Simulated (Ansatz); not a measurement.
**Structure relaxation, P**

The start is a relaxed P cell displaced along its unstable phonon at q = (½, ½, ½) of its primitive reciprocal cell (112i cm⁻¹), largest move 0.15 Å. Cell shape, volume and atoms are optimised at zero target pressure with PBEsol (plane waves to 420 eV, PAW, scalar-relativistic; Ansatz, an electronic-structure program). The first steps use a coarse 13×13×13 k-mesh.

The start:
```
P
1.0
    4.84116     0.00000     0.00000
    2.42058     2.42058     0.00000
    2.42058     0.00000     2.42058
P
2
Direct
  0.03098   0.00000   0.93803
  0.46902   0.00000   0.06197
```

```json
{
  "initial_pressure": "+7.8 GPa (positive: the cell is compressed)",
  "largest_initial_force": "1.44 eV/Å, on P1, P2 (atoms numbered as listed)",
  "energy_released": "0.05 eV/atom",
  "volume_change": "+1.3 %, from 14.18 to 14.36 Å³/atom",
  "relative_to_the_parent": "It does not go back: it reaches I4/mmm (No. 139), 0.02 eV/atom below the parent",
  "Shortest distances (start → end)": "The closest pairs of elements (up to four, under 3.6 Å), start → end: P–P 2.12 → 2.30 Å",
  "band_gap_at_the_end": "no gap (metallic)",
  "optimiser_moves": "9"
}
```

Final structure:

```cif
data_P4
_chemical_formula_sum 'P4'
_space_group_name_H-M_alt 'I4/mmm'
_space_group_IT_number 139
_space_group_name_Hall '-I 4 2'
_cell_length_a 3.43726
_cell_length_b 3.43726
_cell_length_c 4.86194
_cell_angle_alpha 90.000
_cell_angle_beta 90.000
_cell_angle_gamma 90.000
loop_
_atom_site_label
_atom_site_type_symbol
_atom_site_symmetry_multiplicity
_atom_site_Wyckoff_symbol
_atom_site_fract_x
_atom_site_fract_y
_atom_site_fract_z
_atom_site_occupancy
P1 P 4 e 0.00000 0.00000 0.26383 1
```
(The calculation used a cell of 2 atoms; values per cell refer to that cell.)

Final values are on a 19×19×19 k-mesh of the relaxed cell. No spin polarisation in the result.

The run could not lose the symmetry of its start: the end is stationary, and may be a saddle point rather than a minimum.

Of the parent cell (Pm-3m (No. 221)): The relaxed structure has the type that P is known to take under pressure; here it was relaxed at zero pressure, from a generated start.

The relaxed structure here is a generated cell of P: the first start was made by placing the elements on the sites of a structure type, and the end was not matched to a known phase here, so it may be hypothetical. Known forms of P include space group No. 64.
